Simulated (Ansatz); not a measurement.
LiH (rock salt)

```
CELL_PARAMETERS angstrom
      0.00000     2.00356     2.00356
      2.00356     0.00000     2.00356
      2.00356     2.00356     0.00000
ATOMIC_POSITIONS crystal
  H  0.00000 0.00000 0.00000
  Li 0.50000 0.50000 0.50000
```

In this cell atom 1 (H, nearest neighbour Li at 2.004 Å; its periodic images, 2.8 Å or more away, move with it) is moved by u·(1.000, 0.000, 0.000) + v·(0.000, 0.000, 1.000); the rest is frozen.

The numbers are results of PBE (plane waves to 420 eV, PAW, scalar-relativistic; Ansatz, a first-principles code), not measurements. k mesh 11×11×11 (Γ-centred), Fermi-Dirac smearing 0.05 eV. E stands for the smeared free energy. LiH was relaxed with its symmetry unable to fall. The zero of ΔE is the undisplaced structure. Axes are in Å.

Task: Give the computed ΔE (meV/cell) at all points of the grid u = -0.660, -0.330, 0.000, 0.330, 0.660 by v = -0.660, -0.330, 0.000, 0.330, 0.660.

Result: ΔE (meV/cell), with u across and v down:

| v \ u | -0.660 | -0.330 | 0.000 | 0.330 | 0.660 |
|---|---|---|---|---|---|
| -0.660 | 602 | 568 | 646 | 568 | 602 |
| -0.330 | 568 | 138 | 85 | 138 | 568 |
| 0.000 | 646 | 85 | 0 | 85 | 646 |
| 0.330 | 568 | 138 | 85 | 138 | 568 |
| 0.660 | 602 | 568 | 646 | 568 | 602 |

(A displaced cell: forces are minus the slopes of the energy, force constants its curvatures, and phonons follow from these.)
